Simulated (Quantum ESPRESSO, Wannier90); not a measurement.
Wannierisation of Te (C2/m)

```
begin unit_cell_cart
ang
    3.8202900000   -2.1482050000    0.0000000000
    3.8202900000    2.1482050000    0.0000000000
   -0.0942870000    0.0000000000    5.9760860000
end unit_cell_cart
begin atoms_frac
Te  -0.3094500000 -0.3094500000 -0.3388100000
Te   0.3094500000  0.3094500000  0.3388100000
Te   0.0000000000  0.0000000000  0.0000000000
end atoms_frac
```

Structure: Materials Project mp-570459, symmetrised, not relaxed again. Not found in the COD (Crystallography Open Database) copy used, which has the formula in other groups; not checked further. Method: LDA plane waves in Quantum ESPRESSO 7.5 (PseudoDojo norm-conserving files, 66 Ry, no spin polarisation, no spin-orbit coupling), Bloch states on a 6×6×4 mesh through Γ, Wannier90 4.0.1. Density: 8×8×6 mesh, cold smearing 0.01 Ry. Spin-orbit coupling is left out although heavy elements are present.

Functional, cutoff and mesh named above are those of the base row (1); the first column says what each row takes instead. Model: 12 functions from bands 16-36, start hydrogen-like Te: s;p, disentangled but not localised (num_iter = 0), frozen window tied to the conduction edge or Fermi level of each row, as listed, which moves Ω_I and hoppings a little by itself. Energies are relative to the Fermi level; the misfit is to pw.x on a path, for states up to 1.0 eV relative to the Fermi level. The lattice is scaled uniformly, fractional positions fixed. The disentangled Ω_I can sit in another minimum from row to row.

| scale | frozen to (eV) | Ω_I (Å²) | rms misfit (meV) | bottom of band 16 (eV) | on-site Te1 pz minus Te1 s (eV) | hopping modulus Te3 px – Te1 pz, R = 0 0 0 (eV) | hopping modulus Te2 s – Te1 py, R = 0 1 1 (eV) | hopping modulus Te2 s – Te1 s, R = 0 1 1 (eV) |
|---|---|---|---|---|---|---|---|---|
| 0.95 | 1.50 | 18.12 | 8.4 | -15.05 | 9.18 | 1.355 | 1.046 | 0.772 |
| 0.975 | 1.50 | 17.73 | 6.4 | -14.35 | 9.21 | 1.236 | 0.937 | 0.672 |
| 1 | 1.50 | 17.48 | 4.9 | -13.72 | 9.24 | 1.126 | 0.838 | 0.585 |
| 1.025 | 1.50 | 17.42 | 3.1 | -13.17 | 9.25 | 1.024 | 0.747 | 0.508 |
| 1.05 | 1.50 | 17.34 | 2.6 | -12.68 | 9.26 | 0.932 | 0.666 | 0.441 |
